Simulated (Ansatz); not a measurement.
The relaxed structure here is a generated cell of AlRu: the first start was made by placing the elements on the sites of a structure type, and the end was not matched to a known phase here, so it may be hypothetical.

One starting cell of AlRu (a generated cell, AlRu built in the AFLOW prototype AB_oC8_63_c_c (B33, as in CrB)) was relaxed twice with Ansatz (plane waves, PAW, scalar-relativistic): with r2SCAN at 500 eV and with PBE at 420 eV. The r2SCAN result:

```xyz
4
Lattice="1.4889 -4.5409 0.0000 1.4889 4.5409 0.0000 0.0000 0.0000 4.0823" Properties=species:S:1:pos:R:3 pbc="T T T"
Al     1.4889    -0.8399     3.0617
Al     1.4889     0.8399     1.0206
Ru     1.4889    -3.3084     3.0617
Ru     1.4889     3.3084     1.0206
```

```tsv
quantity	r2SCAN	PBE
space group	Cmcm	Cmcm
volume (Å³/atom)	13.80	…
a (Å)	2.978	…
b (Å)	9.082	…
c (Å)	4.082	…
gap (eV, no spin-orbit coupling)	0.00	…
```

Task: What does PBE give for the same quantities?

Result: 
- volume (Å³/atom), PBE: 14.10
- a (Å), PBE: 2.987
- b (Å), PBE: 9.163
- c (Å), PBE: 4.122
- gap (eV, no spin-orbit coupling), PBE: 0.00

Both levels end in the same structure; PBE's volume is 2.2 % larger. Neither column is exact.

No spin polarisation in the result.

The run could not lower the symmetry of its start; a shaken copy of this end point relaxes with r2SCAN to Pm-3m (No. 221), 0.21 eV/atom lower.

Ansatz is a quantum-chemistry and plane-wave program.
